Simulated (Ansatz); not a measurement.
The elements of this relaxed trial crystal are hidden behind letters.

```
lattice vectors (Å)
   3.6287    0.0000    0.0000
   0.0000    3.6287    0.0000
   0.0000    0.0000    4.6139
fractional positions
X 0.0000 0.0000 0.0000
Z 0.5000 0.0000 0.5000
Z 0.0000 0.5000 0.5000
Q 0.5000 0.5000 0.8369
Q 0.5000 0.5000 0.1631
```

Theory: Ansatz, DFT PBE, scalar-relativistic, plane waves, PAW. Cutoff 420 eV, Γ-centred 10×10×8 mesh (5-atom cell), Gaussian smearing of 0.10 eV, no spin polarisation.

| Property | Result |
| --- | --- |
| Space group | P4/mmm (No. 123) |
| Conventional cell | a = 3.629 Å, c = 4.614 Å |
| Volume per atom | 12.15 Å³ |
| Density | 8.39 g/cm³ |
| Energy over the elements | +0.16 eV/atom |
| Gap on the 10×10×8 mesh of the 5-atom cell | 0 eV (a metal) |

Energies are uncorrected and count from the elements' standard states at the same level.

Problem. X is a d-block element of period 5, Z is a d-block element of period 5 and Q is a p-block element of period 2. Which elements are they?

Solution. X = Zr, Z = Mo, Q = C, so the formula is ZrMo2C2. Density times volume gives a mean mass of 8.39 × 12.15/1.6605 = 61.4 u per atom, and this set has 61.4 u. Zr is surrounded by 8 C at 2.67 Å and 8 Mo at 2.93 Å; Mo has 4 C at 2.39 Å, 4 Mo at 2.57 Å and 4 Zr at 2.93 Å; around C lie 1 C at 1.51 Å, 4 Mo at 2.39 Å and 4 Zr at 2.67 Å. Other sets within the hints have nearly the same mass, so mass alone doesn't settle it; this one was computed.

A structure relaxed within its symmetry needn't be a true minimum. Another cell of ZrMo2C2 relaxed alike, in P4/nmm, lies 70 meV/atom lower, so this cell isn't the stable form at this level.
